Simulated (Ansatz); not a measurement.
K2NaGaP2 in space group Ibam (No. 72; K on 8j, Na on 4a, Ga on 4b, P on 8j), PBEsol (plane waves, PAW; program Ansatz). The conduction-band minimum lies at Γ, with 1 equivalent valley. Second derivatives d²E/dk² of the lowest band at one valley (eV·Å²), along Cartesian directions:

| direction | d²E/dk² |
|---|---|
| [100] | 45.88 |
| [010] | 40.84 |
| [001] | 45.23 |
| [110] | 43.37 |
| [101] | 45.54 |
| [011] | 43.05 |

Problem. Find the principal effective masses, the density-of-states mass and the conductivity mass.

Solution. Off-diagonal terms follow from H_xy = H[110] − (H_xx + H_yy)/2, and m*/mₑ = 7.620 eV·Å² over each eigenvalue: 0.17, 0.17, 0.19. One valley's DOS mass (m₁m₂m₃)^(1/3) = 0.17, conductivity mass 3/(Σ 1/mᵢ) = 0.17 mₑ.

Problem. What effective density of states Nc follows at 300 K for parabolic valleys?

Solution. Nc = 2.509e19 × 1 × (0.17)^(3/2) ≈ 1.8e18 cm⁻³.

The first step of the workflow began from a Materials Project structure, measured or hypothetical; the Crystallography Open Database files this formula in space group No. 72, but the cells were not matched. Its standing as an ambient phase is unchecked. The cell was relaxed with PBEsol under the symmetry of its start; whether a distortion lowers the energy is not shown. Scalar-relativistic: spin–orbit coupling is off unless named, which matters more the heavier the elements.

Potentials: the later of the program's two PAW sets.
